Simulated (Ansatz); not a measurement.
# Straining Mg

The calculation used Ansatz, DFT r2SCAN, scalar-relativistic, plane waves, PAW. (500 eV cutoff, 15×15×8 k-mesh, Gaussian smearing of 0.10 eV, no spin polarisation)

Starting point, cell and atoms relaxed:

```
CELL_PARAMETERS angstrom
3.19388 0.00000 0.00000
-1.59694 2.76599 0.00000
0.00000 0.00000 5.10438
ATOMIC_POSITIONS crystal
Mg 0.33333 0.66667 0.25000
Mg 0.66667 0.33333 0.75000
```

Deformation: biaxial strain in the a-b plane, with the length and tilt of c and the atoms relaxed, all within the symmetry that the strain leaves. Energies are extrapolated to zero smearing.

Task: Give the structure at +3.0 %.

Result:
```
CELL_PARAMETERS angstrom
3.28970 0.00000 0.00000
-1.64485 2.84896 0.00000
0.00000 0.00000 5.05879
ATOMIC_POSITIONS crystal
Mg 0.33333 0.66667 0.25000
Mg 0.66667 0.33333 0.75000
```
Space group P6_3/mmc (194), 11.3 meV/atom over the relaxed crystal.